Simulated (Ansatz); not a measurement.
# Zone-centre phonons of TaRh₃ at 10 GPa: input and output

Level of theory: Ansatz, DFT LDA, scalar-relativistic, plane waves, PAW.

Launched with:
```bash
ansatz run input.yaml --threads 1 --pin off --max-ram 3072MiB --backend cpu --events-out ev --progress --plain --runs-dir out
```

Input (bare energies are in eV):
```yaml
crystal:
  lattice:
    - [3.783145089, 0.0, 0.0]
    - [0.0, 3.783145089, 0.0]
    - [0.0, 0.0, 3.783145089]
  atoms:
    - { symbol: Ta, position: [0.0, 0.0, 0.0] }
    - { symbol: Rh, position: [0.0, 0.5, 0.5] }
    - { symbol: Rh, position: [0.5, 0.0, 0.5] }
    - { symbol: Rh, position: [0.5, 0.5, 0.0] }
basis:
  ecutwfc: 420
kpoints:
  mp_grid: { grid: [12, 12, 12] }
hamiltonian:
  xc: lda
scf:
  occupations: { method: fermi_dirac, width: 0.15 }
output:
  eigenvalues: true
phonons:
  method: dfpt
  eigenvectors: true
```

The end of the output:
```
--- Phonons (Γ-DFPT): 3 representative perturbations + reference, on 343 of 1728 k-points (Σ response iterations 10) ---
  k mesh reduced under 8 symmetry operations, with k and −k counted as one. Each operation leaves every solved displacement unchanged or reverses it
  ASR residual: 9.577e-4 → 0.000e0 eV/Å²; symmetrization residual: 1.082e-5 eV/Å²
  ASR residual per site (eV/Å²): 9.58e-4 6.62e-4 6.62e-4 6.62e-4
  Γ frequencies (cm⁻¹): 0.00 0.00 0.00 145.22 145.22 145.22 196.98 196.98 196.98 249.50 249.50 249.50
  non-analytic LO–TO correction: not included (Born effective charges unavailable; polar crystals: no LO–TO splitting at Γ)
```

It took 5.1 min on 1 thread of Arm Neoverse V1, with other jobs on the host, peak memory 2.1 GiB.

In a metal, frequencies and elastic constants depend on the k mesh and the smearing, soft modes and shear constants most. Spin–orbit coupling is left out, which can shift energies with elements as heavy as these. Other phases may be more stable at this pressure.